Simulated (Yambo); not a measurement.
```
LiBr
1.0
    0.00000     2.70484     2.70484
    2.70484     0.00000     2.70484
    2.70484     2.70484     0.00000
Li Br
1 1
Cartesian
  0.00000   0.00000   0.00000
  2.70484   2.70484   2.70484
```

LiBr (rock salt, space group Fm-3m, No. 225): mean Im ε in 1 eV windows above the direct gap of 7.42 eV, for different electron-hole kernels (Yambo, broadening 0.15 eV, PBEsol (Quantum ESPRESSO, PseudoDojo norm-conserving, 74 Ry, no spin-orbit coupling) bands; 10×10×10 mesh, 3 valence and 4 conduction bands, static screening with 19 bands and a 4 Ry block, scissor 2.43 eV, Tamm-Dancoff; field along x).

```json
[
 {"window (eV)": "7.4 to 8.4", "independent quasiparticles": "1.3", "RPA (no attraction)": "1.1", "BSE": "6.0"},
 {"window (eV)": "8.4 to 9.4", "independent quasiparticles": "4.5", "RPA (no attraction)": "3.6", "BSE": "4.9"},
 {"window (eV)": "9.4 to 10.4", "independent quasiparticles": "6.9", "RPA (no attraction)": "4.9", "BSE": "5.4"},
 {"window (eV)": "10.4 to 11.4", "independent quasiparticles": "6.8", "RPA (no attraction)": "4.2", "BSE": "4.4"},
 {"window (eV)": "11.4 to 12.4", "independent quasiparticles": "6.3", "RPA (no attraction)": "3.7", "BSE": "2.9"}
]
```

This run doesn't resolve bound excitons or single peaks, so only averages are given, and they too depend on the mesh; weight that the attraction moves below the gap isn't listed. All transitions below 13.09 eV are in the band window. The scissor comes from a G0W0 run whose convergence isn't established.

Spin-orbit splittings are left out.

Geometry relaxed with PBEsol.
